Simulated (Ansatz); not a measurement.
## Calculated coordination and ⁶¹Ni quadrupole coupling for SiNi₂ at a changed volume

Cell: a structure deposited in the COD, relaxed with PBE at fixed cell and then changed (volume scaled by 1.04, ions relaxed).

```cif
data_SiNi2
_symmetry_space_group_name_H-M 'Pnma'
_symmetry_Int_Tables_number 62
_cell_length_a 5.0557
_cell_length_b 3.7690
_cell_length_c 7.1529
_cell_angle_alpha 90.000
_cell_angle_beta 90.000
_cell_angle_gamma 90.000
loop_
_atom_site_label
_atom_site_type_symbol
_atom_site_symmetry_multiplicity
_atom_site_Wyckoff_symbol
_atom_site_fract_x
_atom_site_fract_y
_atom_site_fract_z
Si Si 4 c 0.2857 0.2500 0.3847
Ni5 Ni 4 c 0.9601 0.2500 0.7974
Ni9 Ni 4 c 0.3304 0.2500 0.0599
```

One atom of each set is listed.

The numbers come from a DFT calculation in Ansatz (PBE, plane waves and PAW, scalar-relativistic, collinear spin, 420 eV cutoff, Γ-centred 9×12×6 k-points, Fermi–Dirac smearing 0.05 eV). Start moments as typed (μB): 1.5 on each Ni, none on the rest.

Q(⁶¹Ni) = 162.0 mb.

Problem. Rank these Ni sites by |C_Q|, smallest first.
A. Ni9: 5 Si at 2.33–2.78 Å, 8 Ni at 2.60–2.75 Å
B. Ni5: 5 Si at 2.36–2.61 Å, 8 Ni at 2.60–2.75 Å

Solution. A (3.27 MHz, η = 0.46), B (6.95 MHz, η = 1.00).

The run finds no gap above 0.1 eV (a metal, or nearly one), so the gradients can move by 10 % or more with the k-mesh. With these PAW files V_zz is typically within 2 to 3 % of all-electron values, but misses above 10 % occur on Ni. At this changed cell the PBE pressure is -5 GPa. The start moments die out, and the run ends without spin.
